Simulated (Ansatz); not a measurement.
Here is the system:

C:
```
C
1.0
   -2.43802     3.90598     1.60776
    2.43802    -3.90598     1.60776
    2.43802     3.90598    -1.60776
C
8
Direct
  0.41156   0.00000   0.91156
  0.58844   0.50000   0.58844
  0.58844   0.00000   0.08844
  0.41156   0.50000   0.41156
  0.44879   0.87562   0.57317
  0.80245   0.87562   0.92683
  0.55121   0.12438   0.42683
  0.19755   0.12438   0.07317
```

This is the PBEsol-relaxed structure.

**Question.** All from DFT-PBEsol in the program Ansatz with PAW potentials, unless another level is named. Predict the bulk modulus (Birch–Murnaghan fit).

**Answer.** 136 GPa.

**Question.** Give the highest zone-centre frequency.

**Answer.** 1464 cm⁻¹.

Space group Imma. The start of the workflow was typed in or built on a structure type; neither database checked (COD, Materials Project) lists it. It is not the phase usual at ambient conditions (space group No. 194, 227). Symmetry was held in the PBEsol relaxation; whether a distortion lowers the energy is not shown. As this level gives no gap, phonon frequencies hold no LO–TO term and depend on the k-mesh and smearing (Fermi–Dirac, 0.1 eV here).

Potentials: the later of the program's two PAW sets.
